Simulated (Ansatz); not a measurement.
## YSi2

```xyz
3
Lattice="4.0755 0.0000 0.0000 -2.0377 3.5295 0.0000 0.0000 0.0000 3.9901" Properties=species:S:1:pos:R:3 pbc="T T T"
Y     0.0000    0.0000    0.0000
Si    0.0000    2.3530    1.9951
Si    2.0377    1.1765    1.9951
```

Atoms are numbered in the order listed.

Conventional cell: a = 4.075 Å, b = 4.075 Å, c = 3.990 Å, α = 90.00°, β = 90.00°, γ = 120.00°. Y (atom 1) has 12 Si at 3.08 Å as nearest neighbours. Si (atom 2) has 3 Si at 2.35 Å as nearest neighbours.

Structure from Materials Project entry mp-2568 (possibly hypothetical), not relaxed further.

Spin polarisation is left out, and whether a magnetic state lies lower isn't shown here.

Levels of theory: DFT, LDA, all-electron LAPW, scalar-relativistic (Ansatz 0.2.0); DFT, LDA, PAW with Ansatz's default frozen-core files, scalar-relativistic (Ansatz 0.2.0).

For LAPW: a Γ-centred 10×10×9 k mesh, Fermi–Dirac smearing of 0.05 eV, basis error target 1 meV/atom, no spin polarisation. PAW takes a cutoff of 420 eV at this cell (files made with PBE, cores remade for this functional). The Ansatz runs share mesh, smearing and spin set-up. Values come from LAPW unless marked.

```
Stress xx, yy, zz (compression positive)                                                                               : -3.65, -3.65, -5.48 GPa
Pressure at this cell                                                                                                  : -4.26 GPa
Band gap                                                                                                               : none: with an odd electron count and no spin polarisation the bands can't all be full, a metal in this set-up (spin order or a larger cell could open a gap)
Löwdin charges (with 0.16 e of the cell spilling out of the atomic basis, so their sizes and signs hang on that basis) : Y1 0.34, Si2 -0.09 e
Volume per atom                                                                                                        : 19.13 Å³
```

Question: Give the computed value. Density of states at the Fermi level (0.2 eV bin).

Answer: 2.09 states/eV per cell.

Question: Give the computed value. Bader charges (from the PAW run).

Answer: Y1 +1.45, Si2 -0.72 e.
